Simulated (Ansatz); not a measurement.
CdSiN2:
```
CELL_PARAMETERS angstrom
      1.44882     0.83647     5.96448
     -1.44882     0.83647     5.96448
      0.00000    -1.67295     5.96448
ATOMIC_POSITIONS crystal
  Cd 0.50000 0.50000 0.50000
  Si 0.00000 0.00000 0.00000
  N  0.61455 0.61455 0.61455
  N  0.38545 0.38545 0.38545
```

r²SCAN+D4 in the plane-wave PAW code Ansatz gives a gap of 0.36 eV without spin–orbit coupling, maximum off the standard path, at k = (0.237, 0.404, 0.404) in fractions of the reciprocal vectors, minimum at L.

Q: What happens when spin–orbit coupling is switched on?

A: The gap stays essentially unchanged, to 0.36 eV; maximum off the standard path, at k = (0.237, 0.404, 0.404) in fractions of the reciprocal vectors, minimum at L.

Q: Give the hole effective mass with spin–orbit coupling.

A: 0.36, 1.9, 2.4 mₑ (principal values).

Space group R-3m. The start of the workflow was typed in or built on a structure type; neither database checked (COD, Materials Project) lists it. Its standing as an ambient phase is unchecked. The cell was relaxed with r²SCAN+D4 under the symmetry of its start; whether a distortion lowers the energy is not shown. The volume moved by -44 % from the start of the relaxation.

Potentials: the later of the program's two PAW sets.
